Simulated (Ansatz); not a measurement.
An element in the sc structure gives these cold pressures by all-electron LAPW under LDA (Ansatz 0.2.0, scalar-relativistic, no spin polarisation).

| V (Å³/atom) | P (GPa) |
| --- | --- |
| 16.67 | 0.08 |
| 14.67 | 37.2 |
| 13.01 | 90.9 |
| 11.34 | 183.6 |
| 9.67 | 360.6 |
| 8.34 | 622.7 |
| 7.17 | 1034 |

(1) Which element is it?

Results:

(1) Mo. Its zero-pressure volume in this structure is near 16.7 Å³/atom; the volume and the steepness of P(V) together point to it, though neighbours can come close. Neighbours weren't tried against these numbers.
